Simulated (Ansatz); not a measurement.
CdS (wurtzite)

```xyz
8
Lattice="4.1962 0.0000 0.0000 -2.0981 3.6340 0.0000 0.0000 0.0000 13.6591" Properties=species:S:1:pos:R:3 pbc="T T T"
Cd     0.0000     2.4227     6.8238
Cd     0.0000     2.4227    13.6534
Cd     2.0981     1.2113     3.4091
Cd     2.0981     1.2113    10.2386
S      0.0000     2.4227     2.5654
S      0.0000     2.4227     9.3949
S      2.0981     1.2113     5.9802
S      2.0981     1.2113    12.8097
```

The atoms are displaced by Q × the pattern below (from a DFPT mode at A = (0.0, 0.0, 0.5), largest move 1; Q in Å), at fixed cell. It is one choice among 4 degenerate patterns. (q is in reciprocal vectors of the primitive cell; the cell shown is doubled to hold the pattern.)

| atom | x | y | z |
|---|---|---|---|
| Cd1 | 0.000 | 0.322 | 0.000 |
| Cd2 | 0.000 | -0.322 | 0.000 |
| Cd3 | 0.000 | -1.000 | 0.000 |
| Cd4 | 0.000 | 1.000 | 0.000 |
| S5 | 0.000 | -0.902 | 0.000 |
| S6 | 0.000 | 0.902 | 0.000 |
| S7 | 0.000 | 0.266 | 0.000 |
| S8 | 0.000 | -0.266 | 0.000 |

Level of theory: PBE (plane waves to 420 eV, PAW, scalar-relativistic; Ansatz, a first-principles code). k mesh 9×9×3 (Γ-centred), Fermi-Dirac smearing 0.05 eV. CdS was relaxed with its symmetry unable to fall.

At one point of the scan the forces (eV/Å) are:

```
atom     Fx      Fy      Fz
----  -----  ------  ------
Cd1   0.000   0.027   0.004
Cd2   0.000  -0.049   0.005
Cd3   0.000  -0.120   0.043
Cd4   0.000   0.129   0.043
S5    0.000  -0.035   0.005
S6    0.000   0.023   0.005
S7    0.000   0.025  -0.052
S8    0.000  -0.002  -0.053
```

Problem. Which point is it?
A) Q = -0.047 Å
B) Q = -0.140 Å
C) Q = -0.233 Å

Solution. C, Q = -0.233 Å

(For displaced atoms, the force is minus the slope of the energy, and its curvature is a force constant, which sets phonon frequencies.)
